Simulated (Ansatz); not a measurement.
**Calculated ¹⁴N nuclear quadrupole resonance for Si₃N₄**

Cell: an entry of the Crystallography Open Database (COD), its atoms then relaxed with PBE in this cell.

```cif
data_Si3N4
_symmetry_space_group_name_H-M 'P31c'
_symmetry_Int_Tables_number 159
_cell_length_a 7.7660
_cell_length_b 7.7660
_cell_length_c 5.6297
_cell_angle_alpha 90.000
_cell_angle_beta 90.000
_cell_angle_gamma 120.000
loop_
_atom_site_label
_atom_site_type_symbol
_atom_site_symmetry_multiplicity
_atom_site_Wyckoff_symbol
_atom_site_fract_x
_atom_site_fract_y
_atom_site_fract_z
Si1 Si 6 c 0.0824 0.5118 0.6789
Si7 Si 6 c 0.2536 0.1677 0.4719
N13 N 2 a 0.0000 0.0000 0.4731
N15 N 2 b 0.3333 0.6667 0.6208
N17 N 6 c 0.6559 0.6101 0.4519
N23 N 6 c 0.3162 0.3187 0.7188
```

One atom of each set is listed.

The numbers come from a DFT calculation in Ansatz (PBE, plane waves and PAW, scalar-relativistic, 420 eV cutoff, Γ-centred 4×4×5 k-points, Fermi–Dirac smearing 0.02 eV).

¹⁴N: I = 1, Q = 20.44 mb (year-2017 value). Static lattice, zero field.

Problem. At which frequencies do the ¹⁴N NQR lines lie?

Solution. For I = 1 the lines are ν± = (3/4)|C_Q|(1 ± η/3) and ν₀ = |C_Q|η/2.

| site | atoms | V_zz (10²¹ V/m²) | C_Q (MHz) | η | line frequencies (MHz) |
| --- | --- | --- | --- | --- | --- |
| N13 | 2 | -5.53 | -2.73 | 0.00 | 2.05 |
| N15 | 2 | -3.83 | -1.89 | 0.00 | 1.42 |
| N17 | 6 | -4.58 | -2.26 | 0.12 | 0.140, 1.63, 1.77 |
| N23 | 6 | -4.41 | -2.18 | 0.11 | 0.124, 1.57, 1.70 |

An axis of threefold or higher order runs through N13 and N15, so V_zz lies along it and η is zero. At N17 and N23 V_zz stands upright on the plane through its three neighbours (within 4°) in each case.

The relaxation (5 steps) took 3.2 min of wall time (3.2 min of CPU time) and 0.72 GiB at its peak, on 1 thread of Arm Neoverse V1 (aarch64; 8 cores open to the job, memory cap 2.5 GiB, no GPU), a shared host with a load of 0.6 a core.
